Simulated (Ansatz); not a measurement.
Here is an unrelaxed guess for Al2C.

```cif
data_structure
_symmetry_space_group_name_H-M 'P-3m1'
_symmetry_Int_Tables_number 164
_cell_length_a 3.1808
_cell_length_b 3.1808
_cell_length_c 4.4100
_cell_angle_alpha 90.000
_cell_angle_beta 90.000
_cell_angle_gamma 120.000
_cell_volume 38.64
loop_
_atom_site_label
_atom_site_type_symbol
_atom_site_symmetry_multiplicity
_atom_site_Wyckoff_symbol
_atom_site_fract_x
_atom_site_fract_y
_atom_site_fract_z
_atom_site_occupancy
Al1 Al 2 d 0.33333 0.66667 0.24192 1
C1 C 1 a 0.00000 0.00000 0.00000 1
```

All numbers below come from DFT PBE, scalar-relativistic, plane waves, PAW (Ansatz 0.2.0). Plane waves to 420 eV, a k mesh through Γ of 6×6×4 on the computed 3-atom cell and Gaussian smearing (0.10 eV); no spin polarisation.

Energies over the elements count from the elements' standard structures at the same level, with no fitted energy shifts.

Task: How far from equilibrium is it?

Result: The pressure is -7.1 GPa (the mean over three directions, positive in compression), the largest force is 0.83 eV/Å, and the energy is +0.03 eV/atom against the elements. The shortest distance is 2.12 Å.

Task: Is it a good guess?

Result: A good one: relaxing gains under 0.1 eV/atom (the start's value is from the coarse mesh, so the gain is rough) in 11 ionic steps and ends at +0.02 eV/atom on the finer mesh. The symmetry stays P-3m1 (No. 164). The end has the anti-cadmium iodide type. The volume per atom shrinks by 3.6 %, from 12.9 to 12.4 Å³. The shortest distance goes from 2.12 Å (Al–C) to 2.07 Å (Al–C). Conventional cell: a = 3.095 Å, c = 4.493 Å. Around Al lie 3 C at 2.07 Å; C is surrounded by 6 Al at 2.07 Å.

The last run used an 18×18×10 mesh (in the run's order of axes) for its 3-atom cell and Gaussian smearing of 0.10 eV. The k mesh leaves some 4 meV/atom of noise in the energy of each metallic cell. The reference form of C is held partly by dispersion forces, which this level lacks. The relaxation can't lower the symmetry of the start, and the grade says only how near the guess is to its own end. Symmetry constrained the relaxation, so the result can be a saddle point.
